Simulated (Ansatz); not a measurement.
An Ansatz (a program for electronic structure) run. Input:

Ansatz 0.2 input:
```yaml
crystal:
  lattice:
    - [0.0, 2.7832763446, 2.7832763446]
    - [2.7832763446, 0.0, 2.7832763446]
    - [2.7832763446, 2.7832763446, 0.0]
  atoms:
    - { symbol: Ca, position: [0.0, 0.0, 0.0] }
kpoints:
  mp_grid: { grid: [13, 13, 13] }
hamiltonian:
  xc: r2scan
  pseudopotentials: { kind: paw }
scf:
  occupations: { method: gaussian, width: 0.1 }
checkpoint: { read: metal.run }
output: { bader: true, populations: true }
```

Output (shortened):

```
Pseudopotentials: kind: paw
Pseudopotential: Ca, paw, valence charge 10
Functional definition: r2SCAN
Crystal: 1 atoms, lattice volume = 43.122 Å³
Basis set: ecut = 500 eV, 1067 PW (Γ), exchange–correlation on 120×120×120 points (64 copies of the dense FFT grid, shifted against one another)
Bands: 13, of which v1, the nominal top of the filled ones, is band 5 counted from 1 (4 counted from 0)
Symmetry: 48 space group operations
Space group: Fm-3m (ITA 225), of the structure as read, at distance tolerance 3.5e-5 Å
k-points: 84 of 2197
PAW frozen core: Ca, regenerated for the run's functional
Initial density: read from a saved state, or passed on in memory by an earlier SCF of this step, an earlier step, the calling program or the single point that …
Stability of the state it starts from, as read at its close in the unpolarized treatment …
Initial wavefunctions: pseudopotential atomic-orbital guess
Eigensolver: davidson
Functional: x = r2scan, c = r2scan; τ floored in thin density (d = 2e-4 eV/Å³)
iter 1 solved again at ethr=8.84e-8 eV; its pass at ethr=3.10e-3 eV (dr2=8.84e-6 eV) is discarded
SCF iter   1: F=—  HF=-1821.676972 eV  |F-HF|=—  |Δ(HF+E_count)|=         —  Δρ=5.03e-7  dr2=7.01e-11  dr2_τ=1.43e-11  ethr=8.84e-8  ⟨swp⟩=3.3  Hψ=11219  notcnv=0
all-band conjugate gradients solve this SCF's bands
preconditioner: auto → none
SCF iter   2: F=-1821.676972 eV  HF=-1821.676972 eV  |F-HF|=5.00e-12  |Δ(HF+E_count)|=   1.34e-8  Δρ=3.05e-7  dr2=2.04e-11  dr2_τ=1.12e-11  ethr=1.00e-12  ⟨swp⟩=5.9  Hψ=4670  notcnv=0
SCF 1 converged in 2 iterations: F = -1821.676972 eV  dr2 = 2.04e-11
SCF converged after 2 iterations
Free energy (F): -1821.676972 eV
Harris-Foulkes:  -1821.676972 eV  (|F-HF|=5.00e-12)
Internal energy: -1821.670658 eV  (E = F + TS)
E sigma→0 (E₀):  -1821.673815 eV
Entropy (-TS):   -0.006313 eV (-6.313 meV/atom)
Fermi energy:    4.818957 eV
--- Per-component energies (eV) ---
  E_band       = -185.838190
  E_kinetic    = 274.875127
  E_local      = -852.813076  (includes V_loc(G=0)·N_el)
  E_nonlocal   = 63.128130
  E_hartree    = 284.831555
  E_xc         = -134.794861
  E_vxc        = -191.120814  (∫ρ·V_xc dr)
  E_paw        = -863.667222  (= ΣΔE_a)
  E_vpaw       = -61.144487  (= ΣTr[D̂ρ^β])
  E_aug_tail   = -0.000004  (compensation charges beyond the density's cutoff)
  E_vtau       = 11.573746  (kinetic-family band-sum trace: ∫τ·v_τ [+ j·A + Jᵃ·Aᵃ] dr)
  E_ewald      = -593.009643
  E_core_change = -0.220665  (= ΣΔE_core)
  E_smearing   = -0.006313  (= −TS)
  E_closure    = 0.000000  (closes the sum)
  Σ components = -1821.676972   (vs F -1821.676972, Δ=0.00e0)
  [band-id]    e_kinetic+e_local+e_nonlocal+2·e_hartree+e_vxc+e_vpaw+e_augmentation_tail+e_vtau = -185.838267   (vs E_band -185.838190, Δ=-7.69e-5)
--- Band table (eV; the first three rows and the last of 84) ---
  k-point 0: bands = ["-39.0242", "-19.0504", "-19.0504", "-19.0504", "0.5727", "7.4931", "7.4931", "7.4931", "8.5910", "8.5910", "14.3282", "16.5134", "16.5134"]
  k-point 1: bands = ["-39.0235", "-19.0583", "-19.0515", "-19.0515", "0.6778", "7.3702", "7.5326", "7.5326", "8.5549", "8.5549", "14.4476", "15.6906", "16.5853"]
  k-point 2: bands = ["-39.0214", "-19.0799", "-19.0544", "-19.0544", "0.9876", "7.0411", "7.6158", "7.6158", "8.4971", "8.4971", "14.1488", "14.9099", "16.7323"]
  k-point 83: bands = ["-39.0071", "-19.1439", "-19.1327", "-19.0987", "4.9798", "5.5929", "5.6261", "7.7695", "9.4040", "10.0669", "10.5602", "10.7590", "12.0801"]
  band table: 13 of 13 bands, residual norms ≤ 1.0e-3 eV
--- Löwdin populations: 1 site ---
  site symbol       q [e]
     0     Ca      9.4626
  spilling = 0.053742 (of n_electrons = 10.000000)
--- Bader charges: 1 site ---
  site symbol  charge [e]  shift [e] shared [e]
     0     Ca      0.0141     0.0000     0.0000
  maxima off the nuclei: 2, with 0.0141 electrons
  on the straight line to a nucleus their density falls by 1.5e-4 of itself; PAW files or a low cutoff
  can make one that falls by little (a run on other files and one at a higher cutoff tell): if they did, read the shared
  charge, to which what the maxima have on the atom's side is counted
  shift: an alarm, by how much a part of what the PAW files miss would move the charge. Where it is large, compare
  with a run on PAW files of another source; a small one proves nothing
  estimated error of the sums over rays = 2.4e-4 e
```

Cost: about 30 core-seconds (a rough figure) on shared cores.

Symmetry was held in the r²SCAN relaxation; phonons on a q-mesh show no instability.

Potentials: the later of the program's two PAW sets.

Ansatz is a plane-wave DFT program.
